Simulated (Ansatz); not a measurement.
Relaxed-ion elastic tensor of Cd (simple rhombohedral, R-3m) in GPa (Voigt order), LDA (plane waves, PAW; program Ansatz); density 9.29 g/cm³, 20.09 Å³ per atom.

```json
[
 {"": "1", "1": "66.1", "2": "65.0", "3": "56.8", "4": "-6.3", "5": "0.0", "6": "0.0"},
 {"": "2", "1": "65.0", "2": "66.1", "3": "56.8", "4": "6.3", "5": "0.0", "6": "0.0"},
 {"": "3", "1": "56.8", "2": "56.8", "3": "139", "4": "0.0", "5": "0.0", "6": "0.0"},
 {"": "4", "1": "-6.3", "2": "6.3", "3": "0.0", "4": "23.0", "5": "0.0", "6": "0.0"},
 {"": "5", "1": "0.0", "2": "0.0", "3": "0.0", "4": "0.0", "5": "23.0", "6": "-6.3"},
 {"": "6", "1": "0.0", "2": "0.0", "3": "0.0", "4": "0.0", "5": "-6.3", "6": "0.6"}
]
```

### Question
Is the crystal mechanically stable?

### Answer
No: the smallest eigenvalue of C is -2.1 GPa.

The first step of the workflow began from a Materials Project structure, measured or hypothetical; the Crystallography Open Database copy checked does not list it. It is not the phase usual at ambient conditions (space group No. 194). The LDA relaxation kept the symmetry of its start. At this level the phase is mechanically unstable. As this level gives no gap, shear constants depend on the k-mesh and smearing (Fermi–Dirac, 0.1 eV here).

Potentials: the later of the program's two PAW sets.
